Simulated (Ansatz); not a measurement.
YSF in space group P4/nmm (No. 129; Y on 2c, S on 2c, F on 2a), the program Ansatz at the r²SCAN level (PAW). The conduction-band minimum lies at Γ, with 1 equivalent valley. Second derivatives d²E/dk² of the lowest band at one valley (eV·Å²), along Cartesian directions:

```
direction  d²E/dk²
---------  -------
[100]        24.38
[010]        24.38
[001]        7.901
[110]        24.37
[101]        16.14
[011]        16.14
```

**Question.** Find the principal effective masses, the density-of-states mass and the conductivity mass.

**Answer.** Off-diagonal terms follow from H_xy = H[110] − (H_xx + H_yy)/2, and m*/mₑ = 7.620 eV·Å² over each eigenvalue: 0.31, 0.31, 0.96. One valley's DOS mass (m₁m₂m₃)^(1/3) = 0.46, conductivity mass 3/(Σ 1/mᵢ) = 0.40 mₑ.

**Question.** What effective density of states Nc follows at 300 K for parabolic valleys?

**Answer.** Nc = 2.509e19 × 1 × (0.46)^(3/2) ≈ 7.8e18 cm⁻³.

The first step of the workflow began from a Materials Project structure, measured or hypothetical; the Crystallography Open Database copy checked does not list it. COD files the formula under space group No. 194. Whether it is the stable phase at ambient conditions was not checked. The cell was relaxed with r²SCAN under the symmetry of its start; its stability against distortions is not shown here. No spin polarisation was allowed. Scalar-relativistic: spin–orbit coupling is off unless named, which matters more the heavier the elements.

Potentials: the later of the program's two PAW sets.

Edges and masses are those of Kohn–Sham bands, whose gap is no quasiparticle gap.
